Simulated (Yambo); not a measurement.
Yambo run on CsBr (CsCl type, space group Pm-3m, No. 221). The wavefunctions are PBEsol (pw.x of Quantum ESPRESSO, ONCV potentials, with spin-orbit coupling) ones on a 4×4×4 mesh (16 occupied bands); a = 4.239 Å, b = 4.239 Å, c = 4.239 Å, α = 90.00°, β = 90.00°, γ = 90.00°.

Yambo input:

```
rim_cut
gw0
dyson
el_el_corr
HF_and_locXC
ppa
em1d
RandQpts= 1000000
RandGvec= 1 Ry
EXXRLvcs= 50 Ry
VXCRLvcs= 200 Ry
Chimod= "HARTREE"
% BndsRnXp
 1 | 138 |
%
NGsBlkXp= 7 Ry
% LongDrXp
 1.0 | 1.0 | 1.0 |
%
PPAPntXp= 27.2114 eV
% GbndRnge
 1 | 138 |
%
GTermKind= "BG"
DysSolver= "n"
ExtendOut
% QPkrange
 1 | 1 | 16 | 17 |
%
```

k points by index: 1 = Γ.

Resulting energies as the program prints them:

```
#    K-point    Band    Eo [eV]    E [eV]    E-Eo [eV]    Vxc [eV]    Vnlxc [eV]    Sc|Eo [eV]    Sc|E [eV]    dSc/dw|Eo [eV]    Re(Z)    Im(Z)
#
    1    16    0.000000    -1.452936    -1.452936    -12.68630    -16.35533    1.898745    2.216100    -5.943123    0.820743    -0.001294
    1    17    4.268255    5.015006    0.746751    -7.703882    -3.613200    -3.223066    -3.343932    -4.403726    0.860707    -0.999455E-3
```
(The two width columns are left out.) Convergence of these settings isn't established.

Geometry relaxed with PBEsol.
